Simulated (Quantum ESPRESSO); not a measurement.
# NMR parameters of TiO$_{2}$

```xyz
6
Lattice="-1.8913 1.8913 4.8075 1.8913 -1.8913 4.8075 1.8913 1.8913 -4.8075" Properties=species:S:1:pos:R:3 pbc="T T T"
Ti     0.0000     0.0000     0.0000
Ti     0.0000     1.8913     2.4038
O      0.0000     1.8913     4.3955
O      0.0000     0.0000     1.9918
O      0.0000     0.0000     7.6233
O      0.0000     1.8913     0.4120
```
Geometry: a computed entry of the Materials Project; it was not checked against measured cells. It is TiO2 in I4₁/amd. Stability against distortions was not tested. The run has no spin polarisation.

Shieldings are absolute and leave out the bulk-susceptibility term; a larger σ means a smaller chemical shift. By our sweeps, such settings leave a few ppm in absolute σ. The structure is static (0 K, no zero-point motion).

Ω = σ33 − σ11 of the symmetric part; where symmetry doesn't make it nil, it is less certain than σ_iso.

Q: What do the calculations give at each independent site (shieldings by GIPAW with PBE in a modified build of Quantum ESPRESSO, on JTH PAW datasets, 22.5 Ha, k-mesh 7×7×7 shifted, f-sum rule met within 0.005 %)?

A: 
| site | site symmetry | σ_iso (ppm) | span Ω (ppm) |
|---|---|---|---|
| Ti (atoms 1, 2) | -4m2 | -148 | 139 |
| O (atoms 3, 4, 5, 6) | 2mm | -363 | 207 |
